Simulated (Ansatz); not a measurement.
Here is an unrelaxed guess for Ga₃BAs₄.

```cif
data_structure
_symmetry_space_group_name_H-M 'P 1'
_symmetry_Int_Tables_number 1
_cell_length_a 5.4158
_cell_length_b 5.4158
_cell_length_c 5.4158
_cell_angle_alpha 90.000
_cell_angle_beta 90.000
_cell_angle_gamma 90.000
_cell_volume 158.85
loop_
_atom_site_label
_atom_site_type_symbol
_atom_site_fract_x
_atom_site_fract_y
_atom_site_fract_z
_atom_site_occupancy
Ga1 Ga 0.50000 0.00000 0.50000 1
Ga2 Ga 0.50000 0.50000 0.00000 1
Ga3 Ga 0.00000 0.50000 0.50000 1
B1 B 0.00000 0.00000 0.00000 1
As1 As 0.25000 0.75000 0.75000 1
As2 As 0.25000 0.25000 0.25000 1
As3 As 0.75000 0.75000 0.25000 1
As4 As 0.75000 0.25000 0.75000 1
```

The calculation used DFT PBE, scalar-relativistic, plane waves, PAW in Ansatz. Cutoff 420 eV; k points 4×4×4 on the computed 8-atom cell (Γ-centred); Gaussian smearing, width 0.10 eV; no spin polarisation.

Formation energies are uncorrected and refer to the elements' standard structures at the same level.

Question: What does a single point on this coarse mesh give?

Answer: The pressure is 6.8 GPa (it wants to expand), the largest force is 2.54 eV/Å, and the energy is 0.00 eV/atom against the elements. The shortest distance is 2.35 Å.

Question: How much does it gain on relaxing, and where does it end?

Answer: Relaxing gains about 0.16 eV/atom in 7 ionic steps and ends at −0.156 eV/atom on the finer mesh. The symmetry stays P-43m (No. 215). The volume per atom grows by 5.4 %, from 19.9 to 20.9 Å³. The shortest distance goes from 2.35 Å (B–As and Ga–As) to 2.17 Å (B–As). Conventional cell: a = 5.512 Å. Ga has 4 As at 2.47 Å; around B lie 4 As at 2.17 Å; As has 1 B at 2.17 Å and 3 Ga at 2.47 Å.

The last run used an 8×8×8 mesh for its 8-atom cell and Gaussian smearing of 0.02 eV. The reference form of As is held partly by dispersion forces, which this level lacks. The relaxation can't lower the symmetry of the start. Symmetry constrained the relaxation, so the result can be a saddle point.
